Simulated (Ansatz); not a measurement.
SiGe in space group P-6m2 (No. 187; Ge on 1a, Si on 1f), DFT-PBE in the program Ansatz with PAW potentials, all energies at zero smearing, with the estimated change up to a 700 eV cutoff added, with one set of potentials and settings (totals compare only within such a set). Cell of 2 atoms (1 Ge, 1 Si): -4929.952 eV.

| element | reference phase | E (eV/atom) |
|---|---|---|
| Ge | Fd-3m, 2 atoms in the cell | -4294.9847 |
| Si | Fd-3m, 2 atoms in the cell | -635.8096 |

Formation energy per atom, worked out: (-4929.952 − 1×(-4294.9847) − 1×(-635.8096))/2 = 0.421 eV/atom (41 kJ per mol of atoms), at 0 K, without zero-point energy or fitted corrections.

The cell is a constructed one: a structure type filled with these elements; neither database checked (COD, Materials Project) lists it. Its standing as an ambient phase is unchecked. The PBE relaxation kept the symmetry of its start; whether a distortion lowers the energy is not shown. The references are the lowest solids computed at this level, not always the standard phases.

Potentials: the later of the program's two PAW sets.
